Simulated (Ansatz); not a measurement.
Total density of states per atom from the program Ansatz at the LDA level (PAW), in 0.25 eV bins, energy from the Fermi level:

```csv
E (eV),states/eV/atom
-7.85,0.28
-7.60,0.21
-7.35,0.19
-7.10,0.18
-6.85,0.18
-6.60,0.19
-6.35,0.25
-6.10,0.25
-5.85,0.28
-5.60,0.18
-5.35,0.21
-5.10,0.26
-4.85,0.36
-4.60,0.34
-4.35,0.31
-4.10,0.32
-3.85,0.36
-3.60,0.38
-3.35,0.39
-3.10,0.39
-2.85,0.47
-2.60,0.51
-2.35,0.55
-2.10,0.75
-1.85,0.61
-1.60,0.72
-1.35,0.86
-1.10,0.97
-0.85,0.68
-0.60,0.53
-0.35,0.45
-0.10,0.41
0.15,0.30
0.40,0.21
0.65,0.29
0.90,0.49
1.15,0.53
1.40,0.62
1.65,0.29
1.90,0.27
2.15,0.42
2.40,0.62
2.65,0.96
2.90,1.29
3.15,1.05
3.40,0.68
3.65,0.70
3.90,0.81
4.15,0.87
4.40,0.99
```

Question: Which compound is it?
(A) Si2Mo, MoSi2 or CaC2 type
(B) Ti, hcp (Mg type)
(C) SiO2, rutile
(D) TiSi2, Fddd (Ti on 8b, Si on 16f)

Answer: D, TiSi2, Fddd (Ti on 8b, Si on 16f). Within 0.5 eV of the Fermi level: Ti 3d 68 %, Si 3p 24 %. Projections are on Löwdin-orthogonalised atomic valence shells; empty p or d shells of many metals are not among them.

The cell was relaxed with LDA under the symmetry of its start. No spin polarisation was allowed.

Potentials: the earlier of the program's two PAW sets. The files were generated under PBE; for other functionals the program regenerates the frozen cores, and for LDA and PBEsol the local potential too.
